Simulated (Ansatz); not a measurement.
Li₆SI₂O in space group Fm-3m (No. 225; Li on 24e, I on 8c, S on 4a, O on 4b), DFT-r²SCAN in the program Ansatz with PAW potentials. The conduction-band minimum lies at X, with 3 equivalent valleys. Second derivatives d²E/dk² of the lowest band at one valley (eV·Å²), along Cartesian directions:

```csv
direction,d²E/dk²
[100],41.48
[010],12.35
[001],12.35
[110],26.90
[101],26.90
[011],12.34
```

**Question.** Find the principal effective masses, the density-of-states mass and the conductivity mass.

**Answer.** Off-diagonal terms follow from H_xy = H[110] − (H_xx + H_yy)/2, and m*/mₑ = 7.620 eV·Å² over each eigenvalue: 0.18, 0.62, 0.62. One valley's DOS mass (m₁m₂m₃)^(1/3) = 0.41, conductivity mass 3/(Σ 1/mᵢ) = 0.35 mₑ.

**Question.** What effective density of states Nc follows at 300 K for parabolic valleys?

**Answer.** Nc = 2.509e19 × 3 × (0.41)^(3/2) ≈ 2.0e19 cm⁻³.

The start of the workflow was typed in or built on a structure type; neither database checked (COD, Materials Project) lists it. Whether it is the stable phase at ambient conditions was not checked. The r²SCAN relaxation kept the symmetry of its start; its stability against distortions is not shown here. The volume moved by 21 % from the start of the relaxation. Spin–orbit coupling is left out wherever it is not named.

Potentials: the later of the program's two PAW sets.

Edges and masses are those of Kohn–Sham bands, whose gap is no quasiparticle gap.
